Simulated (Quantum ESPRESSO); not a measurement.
## One change at a time to Al4Ti2Zr2

These are calculations, not measurements. They come from Quantum ESPRESSO 7.5, a public plane-wave density functional program. Each row is one single-point run on a made-up periodic cell of eight metal atoms, with elements, volume, strain and displacements drawn at random and not relaxed, so a cell may be unstable or far from any real phase. There is no spin polarisation or spin-orbit coupling.

Settings: PBE unless stated; PseudoDojo standard norm-conserving files; Fermi-Dirac width 0.25 eV, which means electrons at about 2900 K; cutoff 1143 eV; 6 x 5 x 5 k mesh shifted half a step off Gamma. E is the free energy of the whole cell (internal energy minus TS), so a -TS column is already part of it. Stress is positive in tension, and the pressure P is minus a third of its trace.

Checks: one run of this series was repeated at a higher cutoff and on a denser mesh, which moved values by no more than 0.003 eV, 0.02 GPa and 0.003 eV/Å, and a second program with other atomic files agreed on it to 2 % rms in force and 0.5 GPa in pressure. Known limits: a spin test at this wide smearing found no moment, but such smearing suppresses magnetism that the real alloy may have.

The lattice is hexagonal close-packed, and the cell vectors in Å are (0.000, 0.000, -4.717); (0.000, 5.181, 0.000); (5.983, 0.000, 0.000), a volume of 146.21 Å³ in run 1. The elements on sites 1 to 8 are Al Al Al Ti Ti Al Zr Zr. Each later run makes one change to run 1 and keeps the rest. E is counted from run 1, and is n/a where other atomic files have another zero of energy.

```
run                           change  V (Å³)  P (GPa)  -TS (eV)  rms force (eV/Å)  largest change of a force component (eV/Å)  E (eV)
  1                             none  146.21     1.37    -1.557             0.679                                       0.000   0.000
  2          sites 5 and 8 exchanged  146.21     1.53    -1.555             0.678                                       0.749   0.144
  3    all lengths scaled by -1.47 %  139.86     6.18    -1.501             0.753                                       0.181   0.147
  4           PBEsol in place of PBE  146.21    -1.59    -1.558             0.661                                       0.066     n/a
  5                     Zn on site 4  146.21     1.12    -1.360             0.607                                       0.801     n/a
  6  site 3 moved by +0.05 Å along z  146.21     1.38    -1.558             0.676                                       0.276       ?
```

## Worked estimate

Along the move dE = -F dx. The force on site 3 along z is 0.097 eV/Å in run 1 and -0.179 eV/Å in run 6, and the move is +0.05 Å, so the mean force times the move gives an estimate.

## Withheld value

Question: what E should run 6 give?

The estimate is 0.002 eV. The calculation gave 0.002 eV.
